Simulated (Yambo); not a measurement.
G0W0@PBEsol for Ba₂LaTaO₆ (space group C2/m, No. 12) in Yambo. Reference settings: 2×2×2 Γ-centred k mesh, bands 2 to 310 and a 8 Ry block in the screening, 310 bands in G with the Bruneval-Gonze terminator, plasmon pole fitted at 27.2 eV. The PBEsol gap (0, -0.5, -0.5) → (-0.5, -0.5, 0) on this mesh is 3.66 eV; G0W0 gaps are taken between the same points.

The settings were changed. The gap went from 5.20 eV to 6.67 eV, and the shift of the valence edge from -0.57 eV to -1.25 eV.

Name the change that produced these shifts.
(A) 121 bands in G
(B) 202 bands in G, no terminator
(C) 3 Ry block
(D) 1 Ry block

D, 1 Ry block. The others gave (gap, valence shift): 121 bands in G: 5.24, -0.53 eV; 3 Ry block: 5.24, -0.52 eV; 202 bands in G, no terminator: 5.20, -0.21 eV. In the run with 310 bands and a 8 Ry block, which covers more k points, the smallest G0W0 gap is 5.12 eV, (0, -0.5, -0.5) → Γ.

Spin-orbit coupling is not included.

Geometry of the Materials Project entry, not relaxed at this level; primitive cell a = 6.089 Å, b = 6.089 Å, c = 6.171 Å, α = 119.93°, β = 119.93°, γ = 60.05°.

The structure is a Materials Project entry; no match was found in the copy of COD used, and its stability was not checked.

A shift is the quasiparticle energy of the state minus its PBEsol energy.
